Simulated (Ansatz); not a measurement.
Relaxation path: Cs (hcp type)

DFT, LDA, PAW with Ansatz's default frozen-core files, scalar-relativistic (Ansatz 0.2.0); a Γ-centred 12×12×6 k mesh, Fermi–Dirac smearing of 0.05 eV, no spin polarisation. The run relaxes cell and atoms at a target pressure of 5 GPa.

Command: `ansatz run input.yaml --threads 1 --pin off --max-ram 3584MiB --backend cpu --events-out ev --progress --plain --runs-dir out` It took 10 s on 1 thread of AMD EPYC 9R45 96-Core Processor (Zen 5) (shared host), peak memory 0.44 GiB.

PAW: frozen-core files, cutoff 420 eV; forces are relaxed below 0.005 eV/Å.

Each step lists its enthalpy F + pV a cell above the last geometry, the pressure, the cell vectors (Å), and Cartesian positions (Å) with forces (eV/Å).

The first step:

```
step 1  dH = 10.05 meV  P = 4.41 GPa
  cell 3.8340 0.0000 0.0000  -1.9170 3.3204 0.0000  0.0000 0.0000 6.2111
  Cs 0.0000 2.2136 1.5528   0.0000 0.0000 0.0000
  Cs 1.9170 1.1068 4.6583   0.0000 0.0000 0.0000
```

Spin–orbit coupling is left out, which matters for the heavy atoms. The PAW files were made under PBE.

The symmetry of the start is kept and no stability test is made, so the end need not be the stable phase.

Where does the relaxation end, and by which steps?

After 7 geometries, with conventional a, b, c = 3.744, 3.744, 5.972 Å, at 36.254 Å³/atom (-8.30 % against the start) in space group P6_3/mmc, with a shortest distance of 3.686 Å. The further steps:
```
step 2  dH = 5.97 meV  P = 4.58 GPa
  cell 3.8155 0.0000 0.0000  -1.9077 3.3043 0.0000  0.0000 0.0000 6.1713
  Cs 0.0000 2.2029 1.5428   0.0000 0.0000 0.0000
  Cs 1.9077 1.1014 4.6285   0.0000 0.0000 0.0000
step 3  dH = 1.18 meV  P = 4.88 GPa
  cell 3.7750 0.0000 0.0000  -1.8875 3.2692 0.0000  0.0000 0.0000 6.0646
  Cs 0.0000 2.1795 1.5161   0.0000 0.0000 0.0000
  Cs 1.8875 1.0897 4.5484   0.0000 0.0000 0.0000
step 4  dH = 0.40 meV  P = 4.92 GPa
  cell 3.7603 0.0000 0.0000  -1.8801 3.2565 0.0000  0.0000 0.0000 6.0171
  Cs 0.0000 2.1710 1.5043   0.0000 0.0000 0.0000
  Cs 1.8801 1.0855 4.5128   0.0000 0.0000 0.0000
step 5  dH = 0.33 meV  P = 5.13 GPa
  cell 3.7321 0.0000 0.0000  -1.8660 3.2321 0.0000  0.0000 0.0000 5.9353
  Cs 0.0000 2.1547 1.4838   0.0000 0.0000 0.0000
  Cs 1.8660 1.0774 4.4515   0.0000 0.0000 0.0000
step 6  dH = 0.06 meV  P = 4.96 GPa
  cell 3.7495 0.0000 0.0000  -1.8747 3.2471 0.0000  0.0000 0.0000 5.9860
  Cs 0.0000 2.1648 1.4965   0.0000 0.0000 0.0000
  Cs 1.8747 1.0824 4.4895   0.0000 0.0000 0.0000
step 7  dH = 0.00 meV  P = 4.99 GPa
  cell 3.7444 0.0000 0.0000  -1.8722 3.2428 0.0000  0.0000 0.0000 5.9715
  Cs 0.0000 2.1618 1.4929   0.0000 0.0000 0.0000
  Cs 1.8722 1.0809 4.4786   0.0000 0.0000 0.0000
step 8  dH = 0.03 meV  P = 4.99 GPa  (same geometry on a basis chosen anew; earlier energies don't compare to the last digit)
  cell 3.7444 0.0000 0.0000  -1.8722 3.2428 0.0000  0.0000 0.0000 5.9715
  Cs 0.0000 2.1618 1.4929   0.0000 0.0000 0.0000
  Cs 1.8722 1.0809 4.4786   0.0000 0.0000 0.0000
```
